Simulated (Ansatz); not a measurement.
Input, command and steps of an Ansatz relaxation.

```yaml
crystal:
  lattice:
    - [-5.41900962, 0.0, 0.0]
    - [-2.70950481, 5.41900962, 2.70950481]
    - [-2.70950481, 2.70950481, -5.41900962]
  atoms:
    - { symbol: O, position: [0.6560583754, 0.2979234169, 0.9006591239] }
    - { symbol: O, position: [0.8505627019, 0.7002383449, 0.0968821122] }
    - { symbol: O, position: [0.4450838487, 0.9018885919, 0.7013079113] }
    - { symbol: O, position: [0.0451448286, 0.1024585972, 0.2998337154] }
    - { symbol: O, position: [0.9521527978, 0.8987704404, 0.6913391789] }
    - { symbol: O, position: [0.5488391105, 0.100492647, 0.3035025122] }
    - { symbol: O, position: [0.1553123159, 0.3022751667, 0.8940725129] }
    - { symbol: O, position: [0.7546821894, 0.5018063984, 0.4949999712] }
    - { symbol: O, position: [0.3508766342, 0.7015345657, 0.0966800969] }
    - { symbol: "Y", position: [0.0008519124, 0.9977444284, 0.0048523268] }
    - { symbol: "Y", position: [0.2028757475, 0.3997378249, 0.2005520906] }
    - { symbol: Hf, position: [0.6094777665, 0.1964400965, 0.5959348599] }
    - { symbol: Hf, position: [0.7971539563, 0.603348324, 0.8043524141] }
    - { symbol: Hf, position: [0.3946206699, 0.8033309078, 0.405048862] }
  symmetry: { detect: false }
basis:
  ecutwfc: 420
kpoints:
  mp_grid: { grid: [2, 2, 2], shift: [0.5, 0.5, 0.5] }
hamiltonian:
  xc: pbesol
scf:
  occupations: { method: gaussian, width: 0.1 }
  lower_state_search: "off"
output:
  forces: true
  stress: true
  eigenvalues: true
relax:
  adjacent_minimum: "off"
  f_tol: 0.04
  max_steps: 50
  cell: { stress_tol: 0.3 }
```

```bash
ansatz run input.yaml --threads 4 --pin off --max-ram 9216MiB --backend cpu --events-out ev --progress --plain --runs-dir out
```

All numbers below come from Ansatz 0.2.0, DFT PBEsol, scalar-relativistic, plane waves, PAW.

Of 10 frames 10 are shown, positions in Å and forces in eV/Å; the SCF threshold varies from step to step. Steps run on the plane waves of an earlier cell, with a Pulay correction in the pressure. The basis is chosen afresh for the last frame, the zero of the energies, and at times for earlier ones too; energy and pressure can step there, also at an unchanged geometry. Here that happened at step 8 (4 meV/atom, -0.6 GPa); frames between the last choice of the basis and such a step carry an error that grows, as the cell changes, to that size.

```xyz
14
Lattice="-5.4190 0.0000 0.0000 -2.7095 5.4190 2.7095 -2.7095 2.7095 -5.4190" Properties=species:S:1:pos:R:3:forces:R:3 pbc="T T T" step=1 free_energy_over_end_meV_per_atom=505.79 pressure_GPa=-24.60
O    -6.8028    4.0548   -4.0735    0.1218   -0.1054    1.8999
O    -6.7690    4.0571    1.3723    1.7299   -0.0033    0.1100
O    -6.7558    6.7875   -1.3567   -0.8458   -1.2073    0.7771
O    -1.3347    1.3676   -1.3472   -0.1548    0.1911   -1.6908
O    -9.4681    6.7436   -1.3112    0.7859   -2.2819    0.7557
O    -4.0688    1.3669   -1.3724    0.2923    1.3943   -1.9177
O    -4.0831    4.0605   -4.0260   -0.2485    0.2570    3.2307
O    -6.7905    4.0605   -1.3228    1.2160    0.9040   -0.8146
O    -4.0642    4.0636    1.3769   -1.8900   -0.2991   -1.5039
Y    -2.7212    5.4199    2.6771    0.1225    0.2752    0.1741
Y    -2.7259    2.7096   -0.0037    1.3756   -1.7453    2.0259
Hf   -5.4497    2.6792   -2.6971   -2.1086   -2.3811   -2.5007
Hf   -8.1340    5.4489   -2.7240    2.1653    2.3273   -3.6933
Hf   -5.4126    5.4507   -0.0183   -2.5615    2.6744    3.1476
14
Lattice="-5.2466 -0.0103 0.0087 -2.6173 5.2329 2.6316 -2.6095 2.5974 -5.2173" Properties=species:S:1:pos:R:3:forces:R:3 pbc="T T T" step=2 free_energy_over_end_meV_per_atom=96.48 pressure_GPa=-9.42
O    -6.5658    3.8782   -3.8368    0.0488   -0.4159    0.2533
O    -6.4846    3.9242    1.3472    0.5784    0.6593    0.0889
O    -6.5658    6.4917   -1.2630   -0.5716   -0.0297   -0.2855
O    -1.2993    1.3166   -1.3533   -0.4261   -0.1275   -0.2762
O    -9.1361    6.3514   -1.2259    0.2507   -1.1015    0.0256
O    -3.9424    1.3996   -1.3719    0.1772    0.6923   -0.5021
O    -3.9384    3.8988   -3.7015    0.0195    0.1091    1.6795
O    -6.5079    3.9443   -1.2923    0.8436    0.2141   -0.1203
O    -3.9865    3.9350    1.2479   -0.5586   -0.1718   -0.8734
Y    -2.6281    5.2419    2.6110    0.0031   -0.0443    0.4163
Y    -2.5623    2.5466    0.0870    0.9334   -0.1761    0.6379
Hf   -5.3542    2.4795   -2.6865   -1.0150   -0.6315   -0.8757
Hf   -7.7632    5.3182   -2.7283    1.0689    0.2504   -0.8543
Hf   -5.3385    5.3502    0.1228   -1.3524    0.7732    0.6858
14
Lattice="-5.1878 -0.0432 0.0383 -2.5699 5.0406 2.6473 -2.5340 2.4435 -5.1051" Properties=species:S:1:pos:R:3:forces:R:3 pbc="T T T" step=3 free_energy_over_end_meV_per_atom=19.48 pressure_GPa=4.30
O    -6.4239    3.6265   -3.7506   -0.1789   -0.2784   -0.2259
O    -6.3383    3.8304    1.4340   -0.7184    0.2404   -0.1580
O    -6.5304    6.2215   -1.2074    0.0024    0.1732   -0.3586
O    -1.3440    1.2228   -1.3334    0.1151    0.1724    0.3341
O    -8.9876    5.9152   -1.1377   -0.5034   -0.6160    0.1534
O    -3.8780    1.3975   -1.3143   -0.8008    0.9364   -0.0198
O    -3.8388    3.6893   -3.4100    0.3370    0.3656    0.3787
O    -6.2749    3.7413   -1.2124    0.2186    0.1139   -0.0980
O    -3.9519    3.7687    1.1962    0.7409   -0.1503   -0.7320
Y    -2.6096    5.0514    2.6536    0.3087   -0.2207   -0.0045
Y    -2.4099    2.4546    0.1794   -0.1473    0.3371   -0.1591
Hf   -5.3554    2.2649   -2.6493    0.3580    0.2187    0.6549
Hf   -7.5331    5.0433   -2.6604   -0.2721   -0.6368    0.8328
Hf   -5.3533    5.1833    0.2149    0.5404   -0.6556   -0.5979
14
Lattice="-5.2178 -0.0289 0.0449 -2.6025 5.1032 2.6356 -2.5496 2.4703 -5.0557" Properties=species:S:1:pos:R:3:forces:R:3 pbc="T T T" step=4 free_energy_over_end_meV_per_atom=0.06 pressure_GPa=1.07
O    -6.4703    3.6130   -3.7277    0.0395    0.2395   -0.1393
O    -6.4262    3.9463    1.4432    0.2836   -0.1849    0.0239
O    -6.5948    6.3296   -1.2377   -0.0722    0.2082    0.1277
O    -1.3719    1.2416   -1.2349    0.1262   -0.1705   -0.3730
O    -9.0736    5.8997   -1.0586    0.0907   -0.0233    0.0181
O    -3.9397    1.5195   -1.3445    0.1947   -0.1575    0.0965
O    -3.8357    3.7919   -3.2571   -0.3008   -0.0249   -0.0157
O    -6.2940    3.8227   -1.2099    0.0073    0.0643   -0.0148
O    -3.9675    3.7569    1.0705   -0.5166    0.2626    0.1758
Y    -2.6287    5.0916    2.6306    0.0562    0.1219   -0.0140
Y    -2.4270    2.5101    0.1750   -0.1021   -0.1933    0.1680
Hf   -5.3881    2.3167   -2.5783    0.3267   -0.2859    0.2430
Hf   -7.5806    5.0894   -2.5950   -0.1931   -0.2165   -0.2197
Hf   -5.3796    5.2230    0.2047    0.0597    0.3603   -0.0767
14
Lattice="-5.2166 -0.0265 0.0678 -2.6157 5.1063 2.6716 -2.5272 2.4618 -5.0719" Properties=species:S:1:pos:R:3:forces:R:3 pbc="T T T" step=5 free_energy_over_end_meV_per_atom=-3.46 pressure_GPa=-0.07
O    -6.4907    3.6098   -3.7145    0.0024    0.0449   -0.0149
O    -6.4159    3.9222    1.4649    0.0267    0.0457   -0.0187
O    -6.5935    6.3742   -1.2129    0.0268    0.0281    0.0598
O    -1.3343    1.2504   -1.2523    0.0088   -0.0248   -0.0241
O    -9.0507    5.8935   -1.0169   -0.0301    0.0305    0.0303
O    -3.8988    1.4758   -1.3323   -0.0445    0.0270    0.0288
O    -3.9021    3.8178   -3.1906    0.1334   -0.0472   -0.0386
O    -6.2953    3.8468   -1.1845   -0.0006   -0.0232   -0.0230
O    -3.9914    3.7719    1.1131    0.0052   -0.0222   -0.0278
Y    -2.6092    5.0716    2.6298    0.0004   -0.0489   -0.0145
Y    -2.4439    2.4812    0.2000   -0.0796    0.0270    0.1648
Hf   -5.3543    2.3092   -2.5547    0.0643    0.0760   -0.0590
Hf   -7.5779    5.0798   -2.5676   -0.1119   -0.1286    0.0054
Hf   -5.3650    5.2313    0.2189   -0.0013    0.0153   -0.0687
14
Lattice="-5.2153 -0.0264 0.0668 -2.6146 5.1109 2.6666 -2.5276 2.4657 -5.0666" Properties=species:S:1:pos:R:3:forces:R:3 pbc="T T T" step=6 free_energy_over_end_meV_per_atom=-3.79 pressure_GPa=-0.03
O    -6.4723    3.6219   -3.7162   -0.0119   -0.0098    0.0138
O    -6.4178    3.9323    1.4637   -0.0171   -0.0137    0.0193
O    -6.5949    6.3713   -1.2050   -0.0022    0.0200    0.0091
O    -1.3406    1.2518   -1.2567    0.0129   -0.0023    0.0074
O    -9.0580    5.9062   -1.0224    0.0122   -0.0062    0.0051
O    -3.9068    1.4867   -1.3213    0.0039    0.0106   -0.0328
O    -3.8693    3.8015   -3.2172   -0.0160   -0.0023    0.0073
O    -6.2903    3.8471   -1.1898    0.0012    0.0115   -0.0122
O    -3.9960    3.7736    1.1146    0.0125   -0.0070   -0.0015
Y    -2.6166    5.0819    2.6359   -0.0060   -0.0070   -0.0675
Y    -2.4451    2.4853    0.2107   -0.0294    0.0364   -0.0448
Hf   -5.3496    2.3160   -2.5577   -0.0320   -0.0877    0.0735
Hf   -7.5829    5.0786   -2.5678    0.0740    0.0509    0.0169
Hf   -5.3688    5.2422    0.2194   -0.0022    0.0067    0.0063
14
Lattice="-5.2136 -0.0262 0.0684 -2.6148 5.1097 2.6701 -2.5253 2.4636 -5.0684" Properties=species:S:1:pos:R:3:forces:R:3 pbc="T T T" step=7 free_energy_over_end_meV_per_atom=-3.87 pressure_GPa=0.01
O    -6.4750    3.6172   -3.7152   -0.0015   -0.0022   -0.0059
O    -6.4142    3.9295    1.4662   -0.0015    0.0069   -0.0031
O    -6.5910    6.3740   -1.2032    0.0055   -0.0015    0.0037
O    -1.3396    1.2520   -1.2551    0.0020   -0.0048    0.0018
O    -9.0512    5.9002   -1.0160   -0.0011   -0.0018   -0.0048
O    -3.9038    1.4851   -1.3242    0.0012   -0.0074    0.0044
O    -3.8744    3.8049   -3.2087   -0.0034    0.0027    0.0025
O    -6.2889    3.8480   -1.1881   -0.0019    0.0023    0.0009
O    -3.9921    3.7731    1.1179    0.0004    0.0032   -0.0069
Y    -2.6146    5.0765    2.6307   -0.0006    0.0244    0.0144
Y    -2.4472    2.4858    0.2106    0.0056   -0.0215   -0.0020
Hf   -5.3493    2.3121   -2.5547   -0.0043    0.0046   -0.0043
Hf   -7.5764    5.0766   -2.5645    0.0006   -0.0159    0.0032
Hf   -5.3666    5.2405    0.2202   -0.0009    0.0110   -0.0037
14
Lattice="-5.2136 -0.0262 0.0684 -2.6148 5.1097 2.6701 -2.5253 2.4636 -5.0684" Properties=species:S:1:pos:R:3:forces:R:3 pbc="T T T" step=8 free_energy_over_end_meV_per_atom=0.05 pressure_GPa=-0.55
O    -6.4750    3.6172   -3.7152   -0.0006   -0.0037   -0.0060
O    -6.4142    3.9295    1.4662   -0.0015    0.0082   -0.0041
O    -6.5910    6.3740   -1.2032    0.0052   -0.0016    0.0020
O    -1.3396    1.2520   -1.2551    0.0027   -0.0047    0.0025
O    -9.0512    5.9002   -1.0160   -0.0024   -0.0022   -0.0046
O    -3.9038    1.4851   -1.3242    0.0008   -0.0067    0.0036
O    -3.8744    3.8049   -3.2087   -0.0016    0.0040    0.0030
O    -6.2889    3.8480   -1.1881   -0.0026    0.0015    0.0020
O    -3.9921    3.7731    1.1179    0.0008    0.0024   -0.0060
Y    -2.6146    5.0765    2.6307   -0.0002    0.0241    0.0140
Y    -2.4472    2.4858    0.2106    0.0056   -0.0214   -0.0024
Hf   -5.3493    2.3121   -2.5547   -0.0047    0.0045   -0.0031
Hf   -7.5764    5.0766   -2.5645    0.0003   -0.0158    0.0013
Hf   -5.3666    5.2405    0.2202   -0.0018    0.0114   -0.0023
14
Lattice="-5.2095 -0.0272 0.0694 -2.6122 5.1056 2.6693 -2.5218 2.4597 -5.0621" Properties=species:S:1:pos:R:3:forces:R:3 pbc="T T T" step=9 free_energy_over_end_meV_per_atom=-0.16 pressure_GPa=-0.02
O    -6.4682    3.6125   -3.7104    0.0001   -0.0019    0.0048
O    -6.4097    3.9258    1.4668   -0.0027    0.0017   -0.0017
O    -6.5837    6.3673   -1.1987   -0.0012   -0.0011    0.0014
O    -1.3381    1.2503   -1.2532    0.0008   -0.0007   -0.0035
O    -9.0420    5.8921   -1.0125    0.0018   -0.0025   -0.0010
O    -3.9000    1.4825   -1.3202    0.0004    0.0012    0.0017
O    -3.8697    3.7994   -3.2028   -0.0019   -0.0028    0.0005
O    -6.2834    3.8425   -1.1847   -0.0001    0.0001   -0.0018
O    -3.9888    3.7695    1.1177    0.0025    0.0008   -0.0024
Y    -2.6121    5.0740    2.6312    0.0017   -0.0040   -0.0058
Y    -2.4449    2.4832    0.2103    0.0006    0.0007    0.0101
Hf   -5.3438    2.3087   -2.5505   -0.0016   -0.0041   -0.0009
Hf   -7.5689    5.0691   -2.5581    0.0037    0.0092   -0.0066
Hf   -5.3609    5.2348    0.2226   -0.0040    0.0035    0.0051
14
Lattice="-5.2095 -0.0272 0.0694 -2.6122 5.1056 2.6693 -2.5218 2.4597 -5.0621" Properties=species:S:1:pos:R:3:forces:R:3 pbc="T T T" step=10 free_energy_over_end_meV_per_atom=0.00 pressure_GPa=-0.04
O    -6.4682    3.6125   -3.7104    0.0001   -0.0021    0.0048
O    -6.4097    3.9258    1.4668   -0.0026    0.0017   -0.0017
O    -6.5837    6.3673   -1.1987   -0.0012   -0.0012    0.0011
O    -1.3381    1.2503   -1.2532    0.0008   -0.0007   -0.0035
O    -9.0420    5.8921   -1.0125    0.0017   -0.0025   -0.0009
O    -3.9000    1.4825   -1.3202    0.0004    0.0014    0.0017
O    -3.8697    3.7994   -3.2028   -0.0019   -0.0028    0.0006
O    -6.2834    3.8425   -1.1847   -0.0001   -0.0001   -0.0017
O    -3.9888    3.7695    1.1177    0.0025    0.0008   -0.0024
Y    -2.6121    5.0740    2.6312    0.0017   -0.0040   -0.0058
Y    -2.4449    2.4832    0.2103    0.0006    0.0008    0.0101
Hf   -5.3438    2.3087   -2.5505   -0.0016   -0.0040   -0.0008
Hf   -7.5689    5.0691   -2.5581    0.0035    0.0092   -0.0066
Hf   -5.3609    5.2348    0.2226   -0.0039    0.0034    0.0050
```

Time: 26 s on 4 threads of Intel(R) Xeon(R) Platinum 8375C CPU @ 2.90GHz (Ice Lake), with other jobs on the host, peak memory 0.74 GiB.

The k mesh is coarse. Spin–orbit coupling is left out, which can shift energies with elements as heavy as these.